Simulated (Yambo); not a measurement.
SiO₂ (α-cristobalite, space group P4_12_12, No. 92): how the kernel and the scissor change the optical response along x (Yambo; 4×4×2 mesh, 133 bands, 3 Ry local-field block, 0.2 eV broadening). Axes are Cartesian, with cell vectors (Å) (4.99, 0.00, 0.00), (0.00, 4.99, 0.00), (0.00, 0.00, 6.93).

```
level                                                                    ε(0)  highest point of Im ε up to 20 eV
-----------------------------------------------------------------------  ----  ---------------------------------
independent particles on LDA bands                                       2.38                           10.25 eV
RPA with local fields on LDA bands                                       2.23                           10.25 eV
RPA with local fields on LDA bands shifted by a G0W0 scissor of 3.17 eV  2.00                           13.38 eV
TDDFT with the adiabatic LDA kernel on LDA bands                         2.30                           10.12 eV
```

Energies lie on a grid of 0.125 eV.

Electronic response only. Convergence of the RPA response with its 4×4×2 mesh was not tested. The scissor comes from a G0W0 run whose convergence isn't established.

Geometry of the Materials Project entry, not relaxed at this level; primitive cell a = 4.9927 Å, b = 4.9927 Å, c = 6.9339 Å, α = 90.00°, β = 90.00°, γ = 90.00°.

This is not the ordinary phase of the substance.
